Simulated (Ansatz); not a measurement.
OsF2, OsCl2, OsBr2: one prototype (2H monolayer), with F, Cl, Br on the same site. Each was relaxed with r2SCAN in Ansatz 0.2.0, and the gaps are read on those cells (d direct, i indirect). No spin polarisation and no zero-point or thermal terms; whether a cell exists isn't addressed.

(1) Order them by the r2SCAN gap, smallest first (an overlap counts as negative).
A. OsBr2
B. OsCl2
C. OsF2

(2) And by the lattice length a, shortest first.
A. OsCl2
B. OsF2
C. OsBr2

Results:

(1) C (-0.87 eV), A (-0.82 eV), B (-0.62 eV).

(2) B (2.621 Å), A (3.123 Å), C (3.544 Å).

No spin-orbit coupling is included; it can move band edges with weight on the heavy atoms by tenths of an eV.

Where bands overlap the cell is a metal at that level, and these k meshes limit energies, forces and stress.
